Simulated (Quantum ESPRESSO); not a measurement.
Parts of the isotropic shielding in CsI, by GIPAW with PBE in a modified build of Quantum ESPRESSO, on JTH PAW datasets, 20 Ha, k-mesh 6×6×6 shifted:

```
CELL_PARAMETERS angstrom
      4.64188     0.00000     0.00000
      0.00000     4.64188     0.00000
      0.00000     0.00000     4.71186
ATOMIC_POSITIONS crystal
  Cs 0.00000 0.00000 0.00000
  I  0.50000 0.50000 0.50000
```
The cell was made here from a computed Materials Project entry: strained by +1 % along the cube axis and by -0.5 % across it, atoms relaxed (PBE without dispersion, pw.x of Quantum ESPRESSO, symmetry kept). The parent is CsI in Pm-3m. Stability against distortions was not tested.

The core term is that of the free atom's frozen core; the paramagnetic column sums the reconstruction terms. Shieldings are absolute and leave out the bulk-susceptibility term; a larger σ means a smaller chemical shift. In our sweeps, cutoffs and meshes of this size left a few ppm, and up to some 20 ppm on atoms from Zn on. No spin–orbit coupling; Cs is the heaviest element present. No d partial waves on I: the paramagnetic term there is incompletely reconstructed.

```json
[
 {"site": "Cs (atom 1)", "core": "5984.7", "bare (smooth current)": "72.2", "diamagnetic correction": "5.2", "paramagnetic corrections": "___", "σ_iso (ppm)": "___"},
 {"site": "I (atom 2)", "core": "5697.1", "bare (smooth current)": "58.8", "diamagnetic correction": "-7.2", "paramagnetic corrections": "___", "σ_iso (ppm)": "___"}
]
```

**Question.** Some entries are withheld; supply them.

**Answer.** 
- Cs (atom 1), paramagnetic corrections: -678.7
- Cs (atom 1), σ_iso (ppm): 5383.5
- I (atom 2), paramagnetic corrections: -1230.1
- I (atom 2), σ_iso (ppm): 4518.6
